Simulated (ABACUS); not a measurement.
# Variants of one calculation on P (Cmce, 4 atoms in the cell; from Materials Project mp-157)

```
P
1.0
    1.64775    -5.46504     0.00000
    1.64775     5.46504     0.00000
    0.00000     0.00000     4.54364
P
4
Direct
  0.40414   0.59586   0.91118
  0.59586   0.40414   0.08882
  0.09586   0.90414   0.41118
  0.90414   0.09586   0.58882
```

Base run A: PBE, PseudoDojo 0.5 standard norm-conserving PBE (tails mended) pseudopotentials (ABACUS), self-consistent single point.

Its settings: KPT = Gamma 5 5 4 0 0 0; basis_type = pw; dft_functional = PBE; ecutwfc = 44 Ry; smearing_method = fd; smearing_sigma = 0.00999582 Ry; potentials = PseudoDojo 0.5 standard norm-conserving PBE (tails mended); symmetry = 1; symmetry_prec = 1e-05; ks_solver = dav; scf_nmax = 100; scf_thr = 1.0e-09 Ry; mixing_type = broyden; mixing_beta = 0.7.

The structure comes from a collection of computed structures, made at another level of theory; the collection holds predicted forms beside known ones.

ΔF is the free energy per atom less that of run A. A dash stands where there is no value to compare (another energy zero, no result, no clean gap). Total energies depend on the potentials, the functional and any Hubbard or dispersion term, so they are compared only between runs that share all of them.

```tsv
run	change	ΔF (meV/atom)	pressure (GPa)	largest force (eV/Å)	k-points
A	base	0.00	2.15	0.348	27
B	KPT: Gamma 5 5 4 0 0 0 → Gamma 3 3 2 0.5 0.5 0.5	44.4	2.54	0.188	4
C	vdw_method: default → d2 [PBE-D2]	–	1.07	0.370	27
D	smearing_method: fd → fixed; smearing_sigma: 0.00999582 Ry → default	0.93	2.17	0.347	27
E	symmetry: 1 → 0; symmetry_prec: 1e-05 → default	0.00	2.15	0.348	51
F	volume scaled by 1.04	-3.6	-0.66	0.125	27
G	lattice scaled by 0.97; ecutwfc: 44 Ry → 26.4 Ry	89.0	9.97	1.248	27
H	scf_thr: 1.0e-09 Ry → 7.3e-08 Ry	0.00	2.15	0.348	27
I	basis: plane waves (ecutwfc 44 Ry) → DZP numerical atomic orbitals, energy shift 0.003 Ry, with the solver, grid and threshold of that basis type	164.4	3.62	0.603	27
J	scf_nmax: 100 → 200; mixing_gg0: default → 1	0.00	2.15	0.348	27
K	pw_diag_ndim: default → 6	0.00	2.15	0.348	27
L	scf_nmax: 100 → 200; mixing_beta: 0.7 → 0.3	0.00	2.15	0.348	27
```

Run B against A: The free energy goes up by 44.4 meV/atom, the pressure goes from 2.15 to 2.54 GPa and the largest force goes from 0.348 to 0.188 eV/Å.

Run I against A: The free energy goes up by 164 meV/atom, the pressure goes from 2.15 to 3.62 GPa and the largest force goes from 0.348 to 0.603 eV/Å.

Run C against A: The pressure goes from 2.15 to 1.07 GPa and the largest force goes from 0.348 to 0.370 eV/Å.

At a cut-down plane-wave cutoff the stress holds a Pulay term: a spurious tension from the incomplete basis, which lowers the pressure; energies, forces and gaps of such rows are unconverged too.

The atomic orbitals were generated for these runs; they are not ABACUS's published sets and were checked against plane waves on a few crystals only.

“Tails mended”: in these copies of the files the far tail of each local potential was reset to the Coulomb form.
